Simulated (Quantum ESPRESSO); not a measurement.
Kohn-Sham bands of GaAs (zinc blende)

```
CELL_PARAMETERS angstrom
      0.00000     2.87509     2.87509
      2.87509     0.00000     2.87509
      2.87509     2.87509     0.00000
ATOMIC_POSITIONS crystal
  Ga 0.00000 0.00000 0.00000
  As 0.75000 0.75000 0.75000
```

Materials Project entry mp-2534; symmetrised, unrelaxed at this level. COD (Crystallography Open Database) has an entry of this formula and space group (matched by these alone). Method: PBEsol plane waves in Quantum ESPRESSO 7.5 (PseudoDojo norm-conserving files, 68 Ry, spinors with spin-orbit coupling), Bloch states on a 8×8×8 mesh through Γ, Wannier90 4.0.1. Density: 10×10×10 mesh, cold smearing 0.01 Ry.

### Question
List the Kohn-Sham levels between −8 and 3.0 eV relative to the Fermi level at the high-symmetry points, as a band run of pw.x on that density gives them (levels within 2 meV counted together).

### Answer
```
point  k (reciprocal lattice)                                               levels (eV)
-----  ----------------------  --------------------------------------------------------
Γ           0.000 0.000 0.000                         -0.31 (×2), -0.01 (×2), 0.02 (×4)
X         -0.500 -0.500 0.000  -6.70 (×2), -2.65 (×2), -2.57 (×2), 1.37 (×2), 1.52 (×2)
U         -0.375 -0.375 0.250      -6.55, -6.50, -3.76, -3.70, -2.21, -2.21, 1.82, 1.82
K          -0.375 0.000 0.375      -6.55, -6.50, -3.76, -3.70, -2.21, -2.21, 1.82, 1.82
L           0.000 0.000 0.500             -6.49 (×2), -1.26 (×2), -1.06 (×2), 0.71 (×2)
W         -0.500 -0.250 0.250                  -6.55, -6.50, -3.49, -3.37, -3.25, -3.21
```
